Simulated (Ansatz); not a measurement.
# Stability checks on a candidate for Ti5WC6

The structure comes from a generated guess, relaxed at this level; another structure or a mixture of phases may lie lower.

Level of theory: Ansatz 0.2.0, DFT PBE, scalar-relativistic, plane waves, PAW. Plane waves to 420 eV, a 12×12×4 mesh through Γ for the 12-atom cell and 0.10 eV Gaussian smearing; no spin polarisation.

Space group P-3m1 (No. 164). a = 3.063 Å, b = 3.063 Å, c = 15.072 Å, α = 90.00°, β = 90.00°, γ = 120.00°
| atom | site | symmetry | x | y | z |
| --- | --- | --- | --- | --- | --- |
| Ti | 2d | 3m. | 0.6667 | 0.3333 | 0.6687 |
| Ti | 2d | 3m. | 0.6667 | 0.3333 | 0.1652 |
| Ti | 1a | -3m. | 0.0000 | 0.0000 | 0.0000 |
| W | 1b | -3m. | 0.0000 | 0.0000 | 0.5000 |
| C | 2d | 3m. | 0.3333 | 0.6667 | 0.5837 |
| C | 2c | 3m. | 0.0000 | 0.0000 | 0.2499 |
| C | 2d | 3m. | 0.3333 | 0.6667 | 0.0833 |

The zero of energy is the elements' standard structures at the same level; no fitted shifts are applied.

Q: These tests were run: energy against the elements; phonons at Γ; elastic tensor. What do they show?

A:

```csv
test,result
energy against the elements,−0.70 eV/atom
phonons at Γ,lowest optical mode 85 cm⁻¹
elastic tensor,least eigenvalue 181 GPa
```

It fails none of these tests. Whether a mixture of other phases lies lower isn't tested here. Phonons away from Γ weren't computed.

These runs have no spin–orbit coupling, which can matter for W. The reference form of C is held partly by dispersion forces, which this level lacks. The run for the phonons used a 12×12×4 k mesh and Fermi–Dirac smearing of 0.15 eV. The run for the elastic tensor used a 12×12×4 k mesh and Fermi–Dirac smearing of 0.15 eV.
